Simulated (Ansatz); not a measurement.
## Eu4Zn7Si8 with hamiltonian.hubbard, scf.max_iter changed

Level of theory: PBEsol, collinear spin, scalar-relativistic; Ansatz, plane waves to 420 eV (PAW set soft_2), k-mesh 4×4×2 shifted by half a step. These are the settings of the reference run.

Cell:

```
cell
1.0
     4.1532   -4.1532    0.0000
    -4.1532   -4.1532    0.0000
     0.0000    0.0000  -10.1346
Eu Si Zn
4 8 7
Direct
  0.9994 0.9994 0.0036
  0.5006 0.9994 0.4964
  0.5006 0.5006 0.0036
  0.9994 0.5006 0.4964
  0.9986 0.5014 0.8892
  0.4867 0.4867 0.3778
  0.5014 0.9986 0.8892
  0.0133 0.0133 0.3778
  0.0133 0.4867 0.1222
  0.5014 0.5014 0.6108
  0.4867 0.0133 0.1222
  0.9986 0.9986 0.6108
  0.7500 0.2500 0.7500
  0.7500 0.7500 0.2500
  0.2500 0.7500 0.7500
  0.7500 0.2500 0.2500
  0.2500 0.2500 0.7500
  0.2500 0.7500 0.2500
  0.7500 0.7500 0.7500
```

The reference run of this cell is solved again as a single point with these keys changed:

| key | reference run | changed run |
| --- | --- | --- |
| hamiltonian.hubbard | not typed | {sites: [{species: Eu, l: f, u_eff: -5.0}]} |
| scf.max_iter | not typed | 60 |

Q: How far do the results move?

A: It doesn't converge (60 iterations).
